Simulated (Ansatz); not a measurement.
Consider the following.

NbAlB:
```cif
data_Al4B4Nb4
_chemical_formula_sum 'Al4 B4 Nb4'
_space_group_name_H-M_alt 'Cmcm'
_space_group_IT_number 63
_space_group_name_Hall '-C 2c 2'
_cell_length_a 3.30485
_cell_length_b 14.61304
_cell_length_c 3.10473
_cell_angle_alpha 90.000
_cell_angle_beta 90.000
_cell_angle_gamma 90.000
loop_
_atom_site_label
_atom_site_type_symbol
_atom_site_symmetry_multiplicity
_atom_site_Wyckoff_symbol
_atom_site_fract_x
_atom_site_fract_y
_atom_site_fract_z
_atom_site_occupancy
Al1 Al 4 c 0.00000 0.69992 0.25000 1
B1 B 4 c 0.00000 0.53074 0.25000 1
Nb1 Nb 4 c 0.00000 0.08801 0.75000 1
```
(The calculation used a cell of 6 atoms; values per cell refer to that cell.)

This is the PBEsol-relaxed structure.

Task: All from plane-wave PAW PBEsol (Ansatz code), unless another level is named. Estimate the electronic character.

Result: metallic (no gap).

Task: Next, the density of states at the Fermi level?

Result: 0.43 states/eV per atom (mean over ±0.08 eV).

Task: And the formation energy from the elements (no fitted shifts)?

Result: -0.57 eV/atom.

The start of the workflow was typed in or built on a structure type; neither database checked (COD, Materials Project) lists it. Whether it is the stable phase at ambient conditions was not checked. Symmetry was held in the PBEsol relaxation; its stability against distortions is not shown here. No spin polarisation was allowed. The references are the lowest solids computed at this level, not always the standard phases. Scalar-relativistic: spin–orbit coupling is off unless named, which matters more the heavier the elements.

Potentials: the later of the program's two PAW sets.
